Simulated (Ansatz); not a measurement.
Crystals of one structure type (zinc blende) and one family of elements, relaxed and computed with r²SCAN in the plane-wave PAW code Ansatz.

| crystal | V (Å³/atom) | gap (eV) |
|---|---|---|
| ZnS | 19.56 | 2.70 |
| ZnSe | 22.73 | 1.87 |
| CdS | 25.38 | ? |
| CdSe | 28.84 | 1.04 |
| CdTe | 35.25 | 1.16 |

**Question.** Fit a straight line to E_g against V and predict the withheld value.

**Answer.** Least squares on the 4 shown rows: E_g = -0.096 × V + (4.246), with a scatter of 0.33. For CdS this gives 1.81. The run itself gave 1.54, within the scatter.

All cells were relaxed under the symmetry of their starts (and spin orders); stability against distortions was not tested throughout. Spin–orbit coupling is left out wherever it is not named.

Potentials: the later of the program's two PAW sets.
